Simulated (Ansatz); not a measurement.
Te₂Mo:
```yaml
crystal:
  lattice:
    - [3.46684, 0.00000, 0.00000]
    - [-1.73342, 3.00237, 0.00000]
    - [0.00000, 0.00000, 33.00000]
  atoms:
    - { symbol: Te, position: [0.33333, 0.66667, 0.55439] }
    - { symbol: Te, position: [0.33333, 0.66667, 0.44561] }
    - { symbol: Mo, position: [0.00000, 0.00000, 0.50000] }
```
The layer is periodic in x and y and isolated along z.

Relaxed with LDA. Special points in fractions of this cell's reciprocal vectors: Γ (0.000, 0.000, 0.000); M (0.500, 0.000, 0.000); K (0.333, 0.333, 0.000).

**Question.** List the band energies nearest the valence-band maximum at these points for plane-wave PAW LDA (Ansatz code).

**Answer.** In eV from the valence-band maximum; about four levels below and three above (degenerate sets whole), none deeper than 8.9 eV; points with the same levels are listed once.

| k | below | above |
|---|---|---|
| Γ | -1.65 -1.65 -0.82 -0.82 -0.59 | 3.35 3.35 3.66 3.66 |
| M | -2.32 -1.70 -0.77 -0.15 | 1.58 1.88 3.43 |
| K | -3.06 -2.92 -1.77 0.00 | 1.24 1.88 2.75 |

Space group P-6m2 (1H). A layer that has been made, often on a substrate. The cell was relaxed with LDA under the symmetry of its start; its stability against distortions is not shown here. The run is not spin-polarised. Spin–orbit coupling is left out wherever it is not named.

Potentials: the later of the program's two PAW sets.
